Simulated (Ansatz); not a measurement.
MgB₂ in space group P6/mmm (No. 191; Mg on 1a, B on 2d) at seven volumes, PBE in the plane-wave PAW code Ansatz, shape and atoms relaxed at each. One row is withheld.

| V (Å³/atom) | P (GPa) |
|---|---|
| 8.763 | 15.90 |
| 9.052 | 9.88 |
| 9.341 | ? |
| 9.630 | 0.00 |
| 9.919 | -4.03 |
| 10.208 | -7.55 |
| 10.497 | -10.59 |

Fit the shown pressures and predict the withheld one.

P = (3/2)B₀(x^(7/2) − x^(5/2))[1 + (3/4)(B′ − 4)(x − 1)] with x = (V₀/V)^(2/3). Least squares on the six rows gives V₀ = 9.630 Å³/atom, B₀ = 143 GPa, B′ = 3.50. At V = 9.341, x = 1.0205 and P = 4.60 GPa. The run itself gave 4.62 GPa.

The cell was relaxed with PBE under the symmetry of its start.

Potentials: the later of the program's two PAW sets.
